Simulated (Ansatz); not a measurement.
Relaxed candidate structures of Ge$_{2}$W:

A. P4/nmm, origin choice 1 (No. 129), tP6; a = b = 3.506 Å, c = 7.734 Å, α = β = γ = 90.00°; Ge 2a (0.000, 0.000, 0.000); Ge 2c (0.500, 0.000, 0.398); W 2c (0.000, 0.500, 0.254)

B. P6₄22 (No. 181), hP9; a = b = 4.810 Å, c = 6.770 Å, α = β = 90.00°, γ = 120.00°; W 3d (0.500, 0.000, 0.500); Ge 6j (0.166, 0.332, 0.500)

C. P6/mmm (No. 191), hP9; a = 5.132 Å, b = 5.132 Å, c = 10.134 Å, α = 90.00°, β = 90.00°, γ = 120.00°; Ge 2c (0.333, 0.667, 0.000); Ge 2e (0.000, 0.000, 0.253); Ge 1a (0.000, 0.000, 0.000); Ge 1b (0.000, 0.000, 0.500); W 3g (0.500, 0.500, 0.500)

Question: Order them by energy per atom (lowest first) at the level r2SCAN (plane waves to 500 eV, PAW, scalar-relativistic; Ansatz, a quantum-chemistry and plane-wave program).

Answer: A (reference), B (+0.10 eV/atom), C (+1.26 eV/atom)

Each run could gain symmetry but not lose that of its start, so entries can be saddle points. All of these are generated cells (placed on structure types, drawn at random, substituted or restacked) that were not matched to a known phase here. The real structure of this composition may not be among these. Static energies at zero pressure. No spin polarisation in the result.
